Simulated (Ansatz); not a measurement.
Here is the system:

Ba$_{2}$CdB$_{2}$O$_{6}$:
```cif
data_B4Ba4Cd2O12
_chemical_formula_sum 'Ba4 Cd2 B4 O12'
_space_group_name_H-M_alt 'C2/m'
_space_group_IT_number 12
_space_group_name_Hall '-C 2y'
_cell_length_a 9.69588
_cell_length_b 5.37494
_cell_length_c 6.56458
_cell_angle_alpha 90.000
_cell_angle_beta 118.642
_cell_angle_gamma 90.000
loop_
_space_group_symop_operation_xyz
  'x, y, z'
  '-x, -y, -z'
  '-x, y, -z'
  'x, -y, z'
  'x+1/2, y+1/2, z'
  '-x+1/2, -y+1/2, -z'
  '-x+1/2, y+1/2, -z'
  'x+1/2, -y+1/2, z'
loop_
_atom_site_label
_atom_site_type_symbol
_atom_site_symmetry_multiplicity
_atom_site_Wyckoff_symbol
_atom_site_fract_x
_atom_site_fract_y
_atom_site_fract_z
_atom_site_occupancy
Ba1 Ba 4 i 0.21056 0.00000 0.68723 1
Cd1 Cd 2 a 0.00000 0.00000 0.00000 1
B1 B 4 i 0.43966 0.00000 0.24090 1
O1 O 8 j 0.02140 0.27794 0.27400 1
O2 O 4 i 0.28160 0.00000 0.17291 1
```
(The calculation used a cell of 11 atoms; values per cell refer to that cell.)

This is the r²SCAN-relaxed structure.

Problem. All from the program Ansatz at the r²SCAN level (PAW), unless another level is named. Predict the formation energy from the elements (no fitted shifts).

Solution. -2.67 eV/atom.

Problem. And the hole effective mass with spin–orbit coupling?

Solution. 0.65, 3.2, 4.3 mₑ (principal values).

Problem. What about the electron effective mass with spin–orbit coupling?

Solution. 0.38, 0.45, 0.60 mₑ (principal values).

Problem. What about the band gap?

Solution. 3.96 eV (direct).

Problem. Give the valence-band maximum.

Solution. at Γ.

Problem. Give the weight of the conduction-edge state by species (Voronoi cells).

Solution. O 46 %, Cd 29 %, B 18 %, Ba 7 %.

The workflow started from a Materials Project entry (that database holds measured and hypothetical structures alike); the Crystallography Open Database copy checked does not list it. Its standing as an ambient phase is unchecked. The cell was relaxed with r²SCAN under the symmetry of its start; its stability against distortions is not shown here. The references are the lowest solids computed at this level, not always the standard phases (solids in place of the gases). Scalar-relativistic: spin–orbit coupling is off unless named, which matters more the heavier the elements.

Potentials: the later of the program's two PAW sets.
